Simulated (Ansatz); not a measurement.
SrPt$_{5}$ in space group P6/mmm (No. 191; Pt on 3g, Pt on 2c, Sr on 1a), the program Ansatz at the PBE level (PAW), all energies at zero smearing, with the estimated change up to a 700 eV cutoff added, with one set of potentials and settings (totals compare only within such a set). Cell of 6 atoms (5 Pt, 1 Sr): -66162.532 eV.

```
element             reference phase  E (eV/atom)
-------  --------------------------  -----------
Pt       Fm-3m, 1 atoms in the cell  -12523.0127
Sr        C2/m, 3 atoms in the cell   -3544.2201
```

Formation energy per atom, worked out: (-66162.532 − 5×(-12523.0127) − 1×(-3544.2201))/6 = -0.541 eV/atom (-52 kJ per mol of atoms), at 0 K, without zero-point energy or fitted corrections.

The workflow started from an entry of the Crystallography Open Database (COD). Its standing as an ambient phase is unchecked. Symmetry was held in the PBE relaxation; its stability against distortions is not shown here. The run is not spin-polarised. The references are the lowest solids computed at this level, not always the standard phases. Spin–orbit coupling is left out wherever it is not named.

Potentials: the later of the program's two PAW sets.
